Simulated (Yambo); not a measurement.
One stored BSE kernel of dimension 2304 for a free-standing WSe2 monolayer (symmetry P-6m2, slab cell 16.3 Å high) (Yambo, PBEsol bands; 12×12×1 mesh, 4 valence and 4 conduction bands, static screening with 52 bands and a 3 Ry block, scissor 0.92 eV, Tamm-Dancoff, stochastic integration of W near q = 0; broadening 0.1 eV; field along x), solved in several ways.

| solver | iterations | largest change of Im α (% of its maximum) | rough time |
|---|---|---|---|
| Haydock, threshold 2 % | 14 | 58 | within a factor of two |
| Haydock, threshold 0.5 % | 40 | 7.3 | within a factor of two |
| Haydock, threshold 0.1 % | 52 | 3.6 | within a factor of two |
| Haydock, threshold 0.005 % | 90 | 0.1 | 1 |
| SLEPc, lowest 10 states | – | no full spectrum | within a factor of two |
| SLEPc, lowest 60 states | – | no full spectrum | about 2× |
| full diagonalisation | – | reference | about 10× |

Haydock gives the spectrum without eigenstates, SLEPc the lowest states alone, full diagonalisation everything at a cost that grows as the cube of the dimension. Times include reading the kernel. Times are rough ratios from shared machines. Mesh and scissor weren't tested; the rows compare only with each other.

Spin-orbit coupling is not included.

Geometry relaxed with PBEsol; primitive cell a = 3.2713 Å, b = 3.2713 Å, c = 16.3000 Å, α = 90.00°, β = 90.00°, γ = 120.00°.
